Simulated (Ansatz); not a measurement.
Si3N4:
```
CELL_PARAMETERS angstrom
      0.00000     3.87188     3.87188
      3.87188     0.00000     3.87188
      3.87188     3.87188     0.00000
ATOMIC_POSITIONS crystal
  Si 0.62500 0.62500 0.62500
  Si 0.12500 0.62500 0.62500
  Si 0.62500 0.12500 0.62500
  Si 0.62500 0.62500 0.12500
  Si 0.25000 0.25000 0.25000
  Si 0.00000 0.00000 0.00000
  N  0.86755 0.86755 0.86755
  N  0.39735 0.86755 0.86755
  N  0.86755 0.39735 0.86755
  N  0.86755 0.86755 0.39735
  N  0.38245 0.38245 0.38245
  N  0.85265 0.38245 0.38245
  N  0.38245 0.85265 0.38245
  N  0.38245 0.38245 0.85265
```

This is the PBEsol-relaxed structure.

**Question.** All from PBEsol (plane waves, PAW; program Ansatz), unless another level is named. Give the band gap.

**Answer.** 3.29 eV (indirect).

**Question.** And the hole effective mass?

**Answer.** 0.35, 1.1, 5.6 mₑ (principal values).

**Question.** Predict the electron effective mass, band 2 of 3 at the edge.

**Answer.** 0.33 along [100], 0.38 along [110], 0.36 along [111] (mₑ).

**Question.** Give the valence-band maximum.

**Answer.** on the K–Γ line, 56 % of the way from K.

**Question.** Give the conduction-band minimum.

**Answer.** at Γ.

**Question.** Give the weight of the valence-edge state by species (Voronoi cells).

**Answer.** N 88 %, Si 12 %.

Space group Fd-3m. Symmetry was held in the PBEsol relaxation; of distortions, only those at the zone centre were tested.

Potentials: the later of the program's two PAW sets.
